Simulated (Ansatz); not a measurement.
Na$_{3}$Cl in space group P4/mmm (No. 123; Na on 1b, Na on 2h, Cl on 1a) at seven volumes, r²SCAN (plane waves, PAW; program Ansatz), shape and atoms relaxed at each. One row is withheld.

| V (Å³/atom) | P (GPa) |
|---|---|
| 26.873 | 1.45 |
| 27.758 | ? |
| 28.644 | 0.42 |
| 29.530 | 0.00 |
| 30.416 | -0.36 |
| 31.302 | -0.66 |
| 32.188 | -0.92 |

Q: Fit the shown pressures and predict the withheld one.

A: P = (3/2)B₀(x^(7/2) − x^(5/2))[1 + (3/4)(B′ − 4)(x − 1)] with x = (V₀/V)^(2/3). Least squares on the six rows gives V₀ = 29.533 Å³/atom, B₀ = 12.7 GPa, B′ = 4.00. At V = 27.758, x = 1.0422 and P = 0.89 GPa. The run itself gave 0.89 GPa.

The first step of the workflow began from a Materials Project structure, measured or hypothetical; the Crystallography Open Database copy checked does not list it. Its standing as an ambient phase is unchecked. Symmetry was held in the r²SCAN relaxation; whether a distortion lowers the energy is not shown.

Potentials: the later of the program's two PAW sets.
